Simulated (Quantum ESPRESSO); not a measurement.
```
CELL_PARAMETERS angstrom
      0.00000     4.16172     4.16172
      4.16172     0.00000     4.16172
      4.16172     4.16172     0.00000
ATOMIC_POSITIONS crystal
  Ba 0.25000 0.25000 0.25000
  Sr 0.75000 0.75000 0.75000
  In 0.00000 0.00000 0.00000
  Sb 0.50000 0.50000 0.50000
  O  0.74056 0.25944 0.25944
  O  0.74056 0.25944 0.74056
  O  0.25944 0.74056 0.74056
  O  0.25944 0.74056 0.25944
  O  0.74056 0.74056 0.25944
  O  0.25944 0.25944 0.74056
```
The cell comes from the Materials Project (a computed structure). It is BaSrInSbO6 in F-43m; whether this form has been observed was not checked. Stability against distortions was not tested.

A lattice sum over point charges, one formal value an element (Ba +2, Sr +2, In +3, Sb +5, O -2), with no Sternheimer factor, costs far less than a self-consistent run. Taken along the main axis of each site's self-consistent tensor, it gives:

| site | V along that axis, point charges (a.u.) |
|---|---|
| O (atoms 5, 6, 7, 8, 9, 10) | 0.186 |

### Question
How do the values of the PAW reconstruction of the field gradient on a scalar-relativistic PBE ground state (a modified build of Quantum ESPRESSO, JTH datasets) compare?

### Answer
```json
[
 {"site": "O", "Vzz, PAW (a.u.)": "1.126", "PAW over point charges": "6.1"}
]
```
  Cores are frozen. Against all-electron runs on small test molecules, this scheme's |Vzz| missed by −2 to +6 % on O.
